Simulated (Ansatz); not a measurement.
**Structures of Cs$_{2}$Y: which is lowest?**

Plane-wave DFT in Ansatz with scalar-relativistic PAW potentials, cutoff 420 eV, Γ-centred meshes chosen by cell and gap, Gaussian smearing with energies taken to zero width. Every cell was relaxed (cell and atoms) in a run of its own, within the symmetry of its start. Functional: PBE.

Relaxed structures (starts from databases or built by putting these elements on another compound's sites):
A. Immm, 3 atoms in the computed cell, a = 3.897 Å, b = 7.248 Å, c = 13.296 Å; sites (symmetry × multiplicity) Cs mm2 × 4, Y mmm × 2; start: built
B. P6/mmm, 3 atoms in the computed cell, a = 7.540 Å, c = 3.909 Å; sites (symmetry × multiplicity) Cs -6m2 × 2, Y 6/mmm × 1; start: built

Question: Rank them by energy. Could pressure change the order?

Answer:
```csv
structure,group,E − E(lowest) (meV/atom),V (Å³/atom),gap on mesh (eV)
A,Immm,0.0,62.59,0.00
B,P6/mmm,6.7,64.16,0.00
```

A is lowest, 7 meV/atom under B. The lowest is also the densest of these, so pressure wouldn't bring one of the others in at first order. Other structures may lie lower than all of these, and vibrations aren't counted.

Spin-orbit coupling is left out, which matters for the bands of heavy elements.